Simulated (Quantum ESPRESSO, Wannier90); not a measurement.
# TlBiS$_{2}$ (R-3m), plane waves to Wannier functions

Materials Project entry mp-554310; symmetrised, unrelaxed at this level. COD (Crystallography Open Database) has an entry of this formula and space group (matched by these alone). Computed values, not measurements, from PBEsol: Quantum ESPRESSO (norm-conserving PseudoDojo potentials, cutoff 53 Ry, spinors with spin-orbit coupling) on a Γ-centred 6×6×6 mesh, then Wannier90. Density: 10×10×10 mesh, Gaussian smearing 0.01 Ry. With spin-orbit coupling a semilocal functional can close or falsely invert a small gap; the band order was not checked against a better method.

On the energy scale of pw.x, whose zero is arbitrary, the Fermi level lies at 7.61 eV.

Input w.win:

```
num_bands = 4
num_wann = 4
exclude_bands = 5-72
spinors = true
num_iter = 1000
conv_tol = 1.0e-6
conv_window = 4
write_hr = true
write_u_matrices = true
auto_projections = true
begin unit_cell_cart
ang
   -2.0615249911    3.5706660257    0.0000000000
   -4.1230499822    0.0000000000    0.0000000000
   -2.0615249911    1.1902220086    7.4073270000
end unit_cell_cart
begin atoms_frac
Tl   0.5000000000  0.5000000000  0.5000000000
Bi   0.0000000000  0.0000000000  0.0000000000
S   -0.2631090000 -0.2631090000 -0.2106730000
S    0.2631090000  0.2631090000  0.2106730000
end atoms_frac
mp_grid = 6 6 6
begin kpoints
0.0000000000 0.0000000000 0.0000000000
0.0000000000 0.0000000000 0.1666666667
0.0000000000 0.0000000000 0.3333333333
... (213 more lines: the 6x6x6 mesh through Gamma)
end kpoints
```

Input of pw2wannier90.x that gives the overlap and projection files (equivalent; here they were cut from one run over all bands):

```
&inputpp
  outdir = './out'
  prefix = 'pwscf'
  seedname = 'w'
  write_amn = .true.
  write_mmn = .true.
  scdm_proj = .true.
  scdm_entanglement = 'isolated'
/
```

Output w.wout (banner and timings cut):

```
                                    ------
                                    SYSTEM
                                    ------

                              Lattice Vectors (Ang)
                    a_1    -2.061525   3.570666   0.000000
                    a_2    -4.123050   0.000000   0.000000
                    a_3    -2.061525   1.190222   7.407327

                   Unit Cell Volume:     109.05092  (Ang^3)

                        Reciprocal-Space Vectors (Ang^-1)
                    b_1     0.000000   1.759668  -0.282746
                    b_2    -1.523917  -0.879834  -0.282746
                    b_3     0.000000   0.000000   0.848239

 *----------------------------------------------------------------------------*
 |   Site       Fractional Coordinate          Cartesian Coordinate (Ang)     |
 +----------------------------------------------------------------------------+
 | tl   1   0.50000   0.50000   0.50000   |   -4.12305   2.38044   3.70366    |
 | bi   1   0.00000   0.00000   0.00000   |   -0.00000   0.00000   0.00000    |
 | s    1  -0.26311  -0.26311  -0.21067   |    2.06152  -1.19022  -1.56052    |
 | s    2   0.26311   0.26311   0.21067   |   -2.06152   1.19022   1.56052    |
 *----------------------------------------------------------------------------*
                                ------------
                                K-POINT GRID
                                ------------

             Grid size =  6 x  6 x  6      Total points =  216

 *---------------------------------- MAIN ------------------------------------*
 |  Number of Wannier Functions               :                 4             |
 |  Number of Objective Wannier Functions     :                 4             |
 |  Number of input Bloch states              :                 4             |
 |  Output verbosity (1=low, 5=high)          :                 1             |
 |  Timing Level (1=low, 5=high)              :                 1             |
 |  Optimisation (0=memory, 3=speed)          :                 3             |
 |  Length Unit                               :               Ang             |
 |  Post-processing setup (write *.nnkp)      :                 F             |
 |  Using Gamma-only branch of algorithms     :                 F             |
 *----------------------------------------------------------------------------*
 *------------------------------- WANNIERISE ---------------------------------*
 |  Total number of iterations                :              1000             |
 |  Number of CG steps before reset           :                 5             |
 |  Trial step length for line search         :             2.000             |
 |  Convergence tolerence                     :         0.100E-05             |
 |  Convergence window                        :                 4             |
 |  Iterations between writing output         :                 1             |
 |  Iterations between backing up to disk     :               100             |
 |  Write r^2_nm to file                      :                 F             |
 |  Write xyz WF centres to file              :                 F             |
 |  Write on-site energies <0n|H|0n> to file  :                 F             |
 |  Use guiding centre to control phases      :                 F             |
 |  Use phases for initial projections        :                 F             |
 *----------------------------------------------------------------------------*
 *-------------------------------- PLOTTING ----------------------------------*
 |  Plotting Hamiltonian in WF basis          :                 T             |
 *----------------------------------------------------------------------------*

       ... (k-mesh section left out)

 Starting a new Wannier90 calculation ...

 Reading overlaps from w.mmn

 Reading projections from w.amn

 *------------------------------- WANNIERISE ---------------------------------*
 +--------------------------------------------------------------------+<-- CONV
 | Iter  Delta Spread     RMS Gradient      Spread (Ang^2)            |<-- CONV
 +--------------------------------------------------------------------+<-- CONV

 ------------------------------------------------------------------------------
 Initial State
  WF centre and spread    1  ( -0.000000, -0.000000, -0.000000 )     0.48960214
  WF centre and spread    2  (  0.000000,  0.000000,  0.000000 )     0.48940974
  WF centre and spread    3  (  0.000000, -0.000000,  0.000000 )     0.48947964
  WF centre and spread    4  ( -0.000000,  0.000000, -0.000000 )     0.48944707
  Sum of centres and spreads (  0.000000, -0.000000, -0.000000 )     1.95793859

      0     0.196E+01     0.0000000000        1.9579385908  <-- CONV
        O_D=      0.0000237 O_OD=      0.0007627 O_TOT=      1.9579386 <-- SPRD
 ------------------------------------------------------------------------------
      1    -0.215E-04     0.0053531997        1.9579171221  <-- CONV
        O_D=      0.0000157 O_OD=      0.0007493 O_TOT=      1.9579171 <-- SPRD
      2    -0.330E-04     0.0062642888        1.9578840730  <-- CONV
        O_D=      0.0000041 O_OD=      0.0007279 O_TOT=      1.9578841 <-- SPRD
      3    -0.102E-04     0.0048202077        1.9578738424  <-- CONV
        O_D=      0.0000013 O_OD=      0.0007204 O_TOT=      1.9578738 <-- SPRD
      4    -0.277E-05     0.0026031781        1.9578710736  <-- CONV
        O_D=      0.0000007 O_OD=      0.0007183 O_TOT=      1.9578711 <-- SPRD
      5    -0.427E-06     0.0010270556        1.9578706464  <-- CONV
        O_D=      0.0000006 O_OD=      0.0007179 O_TOT=      1.9578706 <-- SPRD
      6    -0.119E-06     0.0005003280        1.9578705275  <-- CONV
        O_D=      0.0000006 O_OD=      0.0007178 O_TOT=      1.9578705 <-- SPRD
      7    -0.175E-07     0.0002316601        1.9578705100  <-- CONV
        O_D=      0.0000006 O_OD=      0.0007178 O_TOT=      1.9578705 <-- SPRD
      8    -0.851E-08     0.0001271622        1.9578705015  <-- CONV
        O_D=      0.0000006 O_OD=      0.0007178 O_TOT=      1.9578705 <-- SPRD
             <<<     Delta < 1.000E-06  over  4 iterations     >>>
             <<< Wannierisation convergence criteria satisfied >>>
 Final State
  WF centre and spread    1  (  0.000000,  0.000000, -0.000000 )     0.48959316
  WF centre and spread    2  ( -0.000000,  0.000000,  0.000000 )     0.48937808
  WF centre and spread    3  (  0.000000,  0.000000,  0.000000 )     0.48945955
  WF centre and spread    4  ( -0.000000,  0.000000, -0.000000 )     0.48943972
  Sum of centres and spreads ( -0.000000,  0.000000, -0.000000 )     1.95787050

         Spreads (Ang^2)       Omega I      =     1.957152104
        ================       Omega D      =     0.000000575
                               Omega OD     =     0.000717822
    Final Spread (Ang^2)       Omega Total  =     1.957870502
```
